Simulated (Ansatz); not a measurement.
# Two inputs for CrH₁₀S₂N₄O₈

Cell: a COD entry whose atoms were relaxed with r2SCAN, the cell held.

Space group P-1 (No. 2); a = 5.4568, b = 5.7092, c = 7.2662 Å, α = 91.83°, β = 103.49°, γ = 97.60°.

```
site  Wyckoff  site symmetry       x       y       z
  Cr       1a             -1  0.0000  0.0000  0.0000
  H2       2i              1  0.8829  0.7095  0.2555
  H4       2i              1  0.0889  0.9319  0.3653
  H6       2i              1  0.4160  0.7776  0.2876
  H8       2i              1  0.2640  0.5966  0.4165
 H10       2i              1  0.2160  0.5393  0.1783
   S       2i              1  0.6164  0.2356  0.2128
 N14       2i              1  0.0460  0.8173  0.2478
 N16       2i              1  0.2473  0.6685  0.2855
 O18       2i              1  0.8013  0.2497  0.0884
 O20       2i              1  0.3507  0.2268  0.0940
 O22       2i              1  0.6782  0.4559  0.3374
 O24       2i              1  0.6420  0.0287  0.3281
```

One atom of each set is listed.

Reference run. Computed with Ansatz: DFT, r2SCAN, plane waves and PAW, scalar-relativistic, 500 eV cutoff, Γ-centred 4×4×3 k-points, Fermi–Dirac smearing 0.02 eV.

**Question.** The input is changed as follows: `crystal.symmetry`: not typed → {detect: false}; `total_charge`: not typed → -1. What happens to V_zz (10²¹ V/m²) and η?

**Answer.** 

```tsv
site	V_zz reference	η reference	V_zz changed	η changed
Cr	-16.53	0.65	-13.26	0.07
H2	2.91	0.14	2.96	0.15
H4	3.32	0.11	3.36	0.13
H8	2.48	0.07	2.49	0.05
H10	3.05	0.07	3.03	0.06
S	-1.13	0.36	0.77	0.23
N14	10.40	0.85	10.46	0.96
N16	6.11	0.19	4.91	0.21
O18	14.30	0.07	14.41	0.06
O20	14.54	0.01	14.40	0.04
O22	13.42	0.10	13.21	0.12
O24	13.18	0.13	13.00	0.13
```

The largest change of V_zz along a kept axis is on Cr, from -16.53 to -13.26. In per cent, |V_zz| changes by -20 on Cr, -1 to +2 on H, -20 to +1 on N, -2 to +1 on O (all sites that start above 2). Where |V_zz| stays above 0.1 and the axes keep their order, η moves most on Cr, from 0.65 to 0.07. On S the largest principal value lies along another axis in the second run, so the two V_zz can't be compared directly. The table leaves out 1 of the 13 sites, with |V_zz| up to 2.47; their tensors move by 0.03 at most along any direction. The statements above cover all sites. The changed cell holds a charge of -1 on a uniform background, so it isn't the neutral crystal. It has an odd number of electrons and no spin polarisation, so the extra carrier is shared by both spins and spread out, where a real one carries spin and can localise. At these positions, which the reference run relaxed to, the changed run has forces up to 1.3 eV/Å, so its atoms aren't at their own equilibrium. The gap no longer holds the Fermi energy in the changed run, so its gradients also hang on the k-mesh and the smearing.

On the reference run: The run isn't spin-polarised; if Cr carries unpaired electrons in the real compound, its values differ. The lattice is static: at room temperature NH₃ may turn and average the couplings of its hydrogen. With a gap of 0.3 eV on this mesh, the gradients can still move by some per cent as the k-mesh gets denser.
